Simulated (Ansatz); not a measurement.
## Si2W3: a sublattice moved along a line

All numbers below come from Ansatz, DFT PBEsol, scalar-relativistic, plane waves, PAW. Cutoff 420 eV, Γ-centred 6×6×12 k-points, Gaussian smearing of 0.15 eV. Spin–orbit coupling is left out, which can shift energies with elements as heavy as these. No spin polarisation. Energies are free energies at this smearing, counted from the undisturbed cell; pressure is positive in compression.

The starting cell (relaxed at this level; it needn't be the usual structure):

```
Si W
1.0
     6.58244    0.00000    0.00000
     0.00000    6.58244    0.00000
     0.00000    0.00000    3.27491
Si W
4 6
Cartesian
  0.8826 4.1738 0.0000
  5.6999 2.4087 0.0000
  4.1738 5.6999 0.0000
  2.4087 0.8826 0.0000
  3.2912 3.2912 0.0000
  0.0000 0.0000 0.0000
  4.3435 1.0523 1.6375
  2.2390 5.5302 1.6375
  1.0523 2.2390 1.6375
  5.5302 4.3435 1.6375
```

Every Si atom is moved by x along the Cartesian unit vector (-0.707, -0.707, 0.000); the cell and all other atoms stay fixed. The cell is metallic on the mesh throughout.

| x (Å) | ΔE (meV/cell) | force along x on the moved atoms (eV/Å) | pressure (GPa) |
| --- | --- | --- | --- |
| -0.1000 | ? | 5.28 | ? |
| -0.0500 | 65.7 | 2.63 | 0.2 |
| 0.0000 | 0.0 | 0.00 | 0.0 |
| 0.0125 | 4.1 | -0.66 | 0.0 |
| 0.0250 | 16.4 | -1.31 | 0.0 |
| 0.0375 | 37.0 | -1.97 | 0.1 |
| 0.0625 | 102.7 | ? | ? |
| 0.0750 | 147.9 | -3.95 | 0.5 |
| 0.0875 | 201.4 | -4.61 | 0.7 |

By symmetry 0.1000 repeats -0.1000, -0.0750 repeats 0.0750, 0.0500 repeats -0.0500, -0.0250 repeats 0.0250 in energy, with the opposite slope along the path.

Give the withheld values.

ΔE (meV/cell) at x (Å) = -0.1000: 263.2; pressure (GPa) at x (Å) = -0.1000: 0.9; force along x on the moved atoms (eV/Å) at x (Å) = 0.0625: -3.29; pressure (GPa) at x (Å) = 0.0625: 0.3.